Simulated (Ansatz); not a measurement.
# GeMo2, first-principles data

GeMo₂:
```cif
data_Ge2Mo4
_chemical_formula_sum 'Ge2 Mo4'
_space_group_name_H-M_alt 'P63/mmc'
_space_group_IT_number 194
_space_group_name_Hall '-P 6c 2c'
_cell_length_a 4.53164
_cell_length_b 4.53164
_cell_length_c 5.19628
_cell_angle_alpha 90.000
_cell_angle_beta 90.000
_cell_angle_gamma 120.000
loop_
_atom_site_label
_atom_site_type_symbol
_atom_site_symmetry_multiplicity
_atom_site_Wyckoff_symbol
_atom_site_fract_x
_atom_site_fract_y
_atom_site_fract_z
_atom_site_occupancy
Ge1 Ge 2 c 0.33333 0.66667 0.25000 1
Mo1 Mo 2 a 0.00000 0.00000 0.00000 1
Mo2 Mo 2 d 0.66667 0.33333 0.25000 1
```

Space group P6_3/mmc (No. 194); conventional cell a = b = 4.532 Å, c = 5.196 Å, α = β = 90.00°, γ = 120.00°.

Method: PBE (plane waves, PAW; program Ansatz). The cell and atoms are relaxed at this level. Other levels are named where they apply.

Cell and energy:

```yaml
volume_per_atom: 15.40 Å³
density: 9.51 g/cm³
Formation energy from the elements (no fitted shifts): 0.14 eV/atom
```

Electronic structure:

```yaml
electronic_character: metallic (no gap)
Density of states at the Fermi level: 1.0 states/eV per atom (mean over ±0.08 eV)
```

Mechanics:

```yaml
Bulk modulus (Birch–Murnaghan fit): 212 GPa
Pressure derivative B′: 4.5
```

The cell is a constructed one: a structure type filled with these elements; neither database checked (COD, Materials Project) lists it. Its standing as an ambient phase is unchecked. Symmetry was held in the PBE relaxation; its stability against distortions is not shown here. The run is not spin-polarised. The references are the lowest solids computed at this level, not always the standard phases. Spin–orbit coupling is left out wherever it is not named.

Potentials: the later of the program's two PAW sets.
